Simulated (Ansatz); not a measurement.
Values for one crystal, relaxed and computed with the program Ansatz at the r²SCAN level (PAW); other levels are named.

- Volume per atom: 16.54 Å³
- Electronic character: metallic (no gap)
- Density of states at the Fermi level: 1.6 states/eV per atom (mean over ±0.08 eV)
- Bulk modulus (Birch–Murnaghan fit): 2890 kbar
- Gap with spin–orbit coupling: none (metallic)
- Pressure derivative B′: 4.2

Q: Which compound is it?
A. Mg, hcp (Mg type)
B. Be, hcp (Mg type)
C. W, Fd-3m (W on 8a, W on 16d)
D. Lu, hcp (Mg type)

A: C, W, Fd-3m (W on 8a, W on 16d)

The start of the workflow was typed in or built on a structure type; neither database checked (COD, Materials Project) lists it. It is not the phase usual at ambient conditions (space group No. 229). Symmetry was held in the r²SCAN relaxation; whether a distortion lowers the energy is not shown. The run is not spin-polarised. Scalar-relativistic: spin–orbit coupling is off unless named, which matters more the heavier the elements.

Potentials: the earlier of the program's two PAW sets.
